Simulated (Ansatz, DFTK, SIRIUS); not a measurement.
**NaLaMnMoO6: 3 runs at one level of theory**

```
Na La Mn Mo O
1.0
     0.00000    3.86259    3.86259
     3.86259    0.00000    3.86259
     3.86259    3.86259    0.00000
Na La Mn Mo O
1 1 1 1 6
Cartesian
  1.9313 1.9313 1.9313
  5.7939 5.7939 5.7939
  3.8626 3.8626 3.8626
  0.0000 0.0000 0.0000
  1.9574 3.8626 3.8626
  3.8626 3.8626 1.9574
  3.8626 1.9574 3.8626
  3.8626 5.7678 3.8626
  3.8626 3.8626 5.7678
  5.7678 3.8626 3.8626
```

The cell comes from a database or a generator and needn't be the stable form of this composition.

Alike in all runs: task single point; functional PBE; k mesh 6 × 6 × 6; occupations fermi-dirac, width 0.05 eV; collinear spin, ferromagnetic start; no spin-orbit coupling. Pressure is positive in compression and, in plane waves, holds the error of the finite cutoff, which Ansatz's Pulay term estimates and takes out.

```
                                     program and potentials  plane-wave cutoff (eV)                             notes  band gap (eV)  pressure (GPa)  net moment per atom (μB)
                                         Ansatz, Ansatz PAW                     420  Pulay term of +0.62 GPa included         no gap            0.05                      0.12
SIRIUS, PseudoDojo 0.4.1 PBE standard (scalar relativistic)                    1500                                 -         no gap            0.13                      0.13
               DFTK, PseudoDojo SR PBE 0.4.1 standard (PBE)                    1497                                 -         no gap            0.13                      0.13
```

Force on atom 10 (O), eV/Å:

```tsv
program and potentials	x	y	z
SIRIUS, PseudoDojo 0.4.1 PBE standard (scalar relativistic)	-0.038	0.000	0.000
DFTK, PseudoDojo SR PBE 0.4.1 standard (PBE)	-0.038	0.000	0.000
```

None finds a gap. The pressure spans 0.05 (Ansatz, Ansatz PAW) to 0.13 GPa (SIRIUS, PseudoDojo 0.4.1 PBE standard (scalar relativistic)). The net moment per atom spans 0.12 (Ansatz, Ansatz PAW) to 0.13 μB (SIRIUS, PseudoDojo 0.4.1 PBE standard (scalar relativistic)). The state is the one that the start led to, which needn't be the lowest.

Differences between rows come from potentials, basis sets and numerical settings, since the functional is the same but for its coding. Runs on potential files found faulty are left out.
